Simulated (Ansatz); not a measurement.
# Data sheet: ZrRh3 (DFT)

ZrRh$_{3}$:
```yaml
crystal:
  lattice:
    - [3.92904, 0.00000, 0.00000]
    - [0.00000, 3.92904, 0.00000]
    - [0.00000, 0.00000, 3.92904]
  atoms:
    - { symbol: Rh, position: [0.00000, 0.50000, 0.50000] }
    - { symbol: Rh, position: [0.50000, 0.00000, 0.50000] }
    - { symbol: Rh, position: [0.50000, 0.50000, 0.00000] }
    - { symbol: Zr, position: [0.00000, 0.00000, 0.00000] }
```

Space group Pm-3m (No. 221), Cu3Au type; conventional cell a = b = c = 3.929 Å, α = β = γ = 90.00°.

Method: r²SCAN in the plane-wave PAW code Ansatz. Structure relaxed to zero pressure with the same functional. Other levels are named where they apply.

### Cell and energy

```
Item                                                           Value
-----------------------------------------------------  -------------
Volume per atom                                             15.16 Å³
Density                                                  10.95 g/cm³
Formation energy from the elements (no fitted shifts)  -747 meV/atom
```

### Electronic structure

```
Quantity                                                                     Value
------------------------------------  --------------------------------------------
Electronic character                                             metallic (no gap)
Density of states at the Fermi level  0.82 states/eV per atom (mean over ±0.08 eV)
Gap with spin–orbit coupling                                       none (metallic)
```

### Mechanics

```
Property                              Value
----------------------------------  -------
Bulk modulus (Birch–Murnaghan fit)  229 GPa
Pressure derivative B′                  4.7
```

### Charges

```
Property                      Value
-------------  --------------------
Bader charges  Rh -0.59, Zr +1.76 e
```

The workflow started from an entry of the Crystallography Open Database (COD). Its standing as an ambient phase is unchecked. The cell was relaxed with r²SCAN under the symmetry of its start; its stability against distortions is not shown here. The run is not spin-polarised. The references are the lowest solids computed at this level, not always the standard phases. Scalar-relativistic: spin–orbit coupling is off unless named, which matters more the heavier the elements.

Potentials: the later of the program's two PAW sets.
